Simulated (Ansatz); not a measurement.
GaP:
```yaml
crystal:
  lattice:
    - [0.00000, 2.73242, 2.73242]
    - [2.73242, 0.00000, 2.73242]
    - [2.73242, 2.73242, 0.00000]
  atoms:
    - { symbol: P, position: [0.75000, 0.75000, 0.75000] }
    - { symbol: Ga, position: [0.00000, 0.00000, 0.00000] }
```

Relaxed with HSE06. Special points in fractions of this cell's reciprocal vectors: Γ (0.000, 0.000, 0.000); X (0.500, 0.000, 0.500); U (0.625, 0.250, 0.625); K (0.375, 0.375, 0.750); L (0.500, 0.500, 0.500); W (0.500, 0.250, 0.750).

### Question
List the band energies nearest the valence-band maximum at these points for HSE06 in the plane-wave PAW code Ansatz.

### Answer
In eV from the valence-band maximum; about four levels below and three above (degenerate sets whole), none deeper than 8.9 eV; points with the same levels are listed once.

```csv
k,below,above
Γ,0.00 0.00 0.00,2.72 4.77 4.77 4.77
X,-7.29 -2.90 -2.90,2.30 2.57 11.98 11.98
U,-7.05 -4.24 -2.43,2.92 5.72 9.38
L,-7.19 -1.20 -1.20,2.48 5.61 5.61
W,-7.05 -3.86 -3.66,5.50 5.94 7.03
```

Space group F-43m (zinc blende). The cell was relaxed with HSE06 under the symmetry of its start. The hybrid was solved on a coarse mesh, the path and, where they were found, the r²SCAN edge points; its band edges are the extreme levels among these. Scalar-relativistic: spin–orbit coupling is off unless named, which matters more the heavier the elements.

Potentials: the later of the program's two PAW sets.
